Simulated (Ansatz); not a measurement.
Relaxed-ion elastic tensor of W (bcc (W type), Im-3m) in GPa (Voigt order), the program Ansatz at the PBE level (PAW); density 18.92 g/cm³, 16.14 Å³ per atom.

```
514  198  198  0.0  0.0  0.0
198  514  198  0.0  0.0  0.0
198  198  514  0.0  0.0  0.0
0.0  0.0  0.0  142  0.0  0.0
0.0  0.0  0.0  0.0  142  0.0
0.0  0.0  0.0  0.0  0.0  142
```

Problem. Is the crystal mechanically stable?

Solution. Yes: the smallest eigenvalue of C is 142 GPa.

Problem. Work out the Voigt, Reuss and Hill averages.

Solution. K_V = 303, K_R = 303, K_H = 303; G_V = 148, G_R = 148, G_H = 148 GPa.

Problem. Give Young's modulus, Poisson's ratio, Pugh's ratio and the universal anisotropy index.

Solution. E = 9KG/(3K + G) = 382 GPa; ν = 0.29; K/G = 2.05 (ductile by the Pugh limit of 1.75); A_U = 5G_V/G_R + K_V/K_R − 6 = 0.01.

Problem. Estimate the sound speeds and the Debye temperature.

Solution. v_l = √((K + 4G/3)/ρ) = 5150 m/s, v_t = √(G/ρ) = 2800 m/s, mean 3120 m/s; Θ = (h/k)(3n/4πV)^(1/3) v_m = 368 K.

Problem. Give the Zener ratio and Young's modulus along [100], [110] and [111].

Solution. A = 2C44/(C11 − C12) = 0.90; 1/E = S11 − 2(S11 − S12 − S44/2)Γ with Γ = 0, 1/4, 1/3 gives 405, 377, 368 GPa.

The cell was relaxed with PBE under the symmetry of its start. The run is not spin-polarised. As this level gives no gap, shear constants depend on the k-mesh and smearing (Fermi–Dirac, 0.1 eV here). Scalar-relativistic: spin–orbit coupling is off unless named, which matters more the heavier the elements.

Potentials: the earlier of the program's two PAW sets.
